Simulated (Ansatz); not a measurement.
# Sc₃Al: energy along a strain

Sc₃Al, Pm-3m, a = 4.375 Å. The structure is a Materials Project entry; whether it is the stable form wasn't checked. Ansatz: PBEsol, PAW, 420 eV, Γ-centred 12×12×12 mesh on 4 atoms, Gaussian smearing 0.15 eV; no spin polarisation. Cell vectors (Å): 4.375 0.000 0.000; 0.000 4.375 0.000; 0.000 0.000 4.375. The cell is strained by x per cent times the pattern (1 1 0 0 0 0) in the order xx yy zz yz xz xy (engineering shears), with fractional coordinates held. y is the free energy over the start, V0 = 20.932 Å³/atom. Points with a strain past 8.5 % were computed too (5) and aren't used here.

| x (%) | y (meV/atom) |
| --- | --- |
| -7.50 | ? |
| -3.75 | 31.58 |
| 0.00 | 0.00 |
| 3.75 | 26.39 |
| 7.50 | 97.63 |

Question: Fit y = c2 x² + c3 x³ to the other rows, get the stiffness along the pattern, and predict the missing energy.

Answer: Least squares on the rows shown. y = 2.0697 x² − 0.044676 x³. The clamped-ion stiffness p·C·p = 2 × 20.70 eV × 160.2 / 20.932 Å³ = 317 GPa. At x = -7.50 the fit asked for gives 135.27 meV/atom. The run gave 136.91 meV/atom, so the fit is 1.64 meV/atom too low, 1.2 % of the span of the series, against an rms of 0.22 meV/atom on the fitted rows. The row lies outside the fitted range. With a term in x⁴ added, a fit to the same known rows (none to spare) predicts 139.15 meV/atom, which misses by about as much or more on the other side: the known rows don't fix the higher terms.